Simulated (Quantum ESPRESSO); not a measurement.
Zn4SeS2O (made-up cell) (calculated)

Computed with Quantum ESPRESSO 7.5. Calculation on a made-up crystal cell, not a measurement: periodic Kohn-Sham density functional theory in plane waves with PseudoDojo standard norm-conserving scalar-relativistic pseudopotentials, each functional with its own files (v0.5 for PBE, v0.4.1 for LDA and PBEsol), no spin polarisation, no spin-orbit coupling, atoms not relaxed, stress positive in tension, energies less a fixed whole-eV offset for each atom's element; levels are Kohn-Sham levels at fractions of this cell's reciprocal vectors, counted from the reference band (half the neutral cell's valence electrons, rounded up) at Gamma; error bars cover cutoff and k-mesh only, not smearing or the files; added strain carries the atoms with the cell, and shear is the tensor component; each bar is the largest change over components, and at least 0.002 eV, 0.002 eV per angstrom or 0.02 GPa; energies are for the whole cell, and the offsets were chosen from early runs and are not element reference energies.

```cif
# cell vector a (Å): 5.5765 0.0255 -0.0280
# cell vector b (Å): 0.0255 5.6996 -0.0292
# cell vector c (Å): -0.0280 -0.0292 5.5825
data_Zn4SeS2O
_symmetry_space_group_name_H-M 'P 1'
_symmetry_Int_Tables_number 1
_cell_length_a 5.5766
_cell_length_b 5.6997
_cell_length_c 5.5826
_cell_angle_alpha 90.594
_cell_angle_beta 90.576
_cell_angle_gamma 89.480
_cell_volume 177.42
loop_
_atom_site_label
_atom_site_type_symbol
_atom_site_fract_x
_atom_site_fract_y
_atom_site_fract_z
_atom_site_occupancy
Zn1 Zn 0.02543 0.00700 0.98863 1
Zn2 Zn 0.99551 0.47808 0.50854 1
Zn3 Zn 0.51113 0.99815 0.47471 1
Zn4 Zn 0.52607 0.51675 0.99329 1
Se1 Se 0.25089 0.24980 0.25261 1
S1 S 0.23537 0.73490 0.73774 1
O1 O 0.74979 0.26537 0.77045 1
S2 S 0.74559 0.74870 0.25627 1
_calc_lattice_type 'zincblende/diamond'
_calc_functional 'pbe'
_calc_cutoff 1170  # eV
_calc_fermi_dirac_smearing 0.025  # eV
_calc_scf_tolerance 1e-07  # eV
_calc_electrons_removed 0
_calc_k_mesh '4 x 4 x 4, shifted by half a step'
_calc_pressure -6.353  # GPa
_calc_stress_xx 6.127  # GPa
_calc_stress_yy 6.707  # GPa
_calc_stress_zz 6.224  # GPa
_calc_stress_yz -1.309  # GPa
_calc_stress_xz -1.261  # GPa
_calc_stress_xy -0.1582  # GPa
_calc_error_bar_stress 0.02  # GPa
_calc_error_bar_force 0.002  # eV/angstrom
_calc_error_bars_from 'tighter rerun of a related cell'
```

Atoms:
```
atoms element  atom site
           Zn          1
           Zn          2
           Zn          3
           Zn          4
           Se          5
            S          6
            O          7
            S          8
```

Forces:
```
site  x (eV/Å)  y (eV/Å)  z (eV/Å)
   1    -1.205  -0.09788   -0.7791
   2    -1.211  -0.06501    0.9913
   3    0.1543    0.0103     1.222
   4    0.2828   -0.8442   -0.9916
   5    0.3403    0.4383   -0.3163
   6    0.5928    0.4779    0.3247
   7     0.262    0.1374   -0.2587
   8    0.7836  -0.05679   -0.1928
```
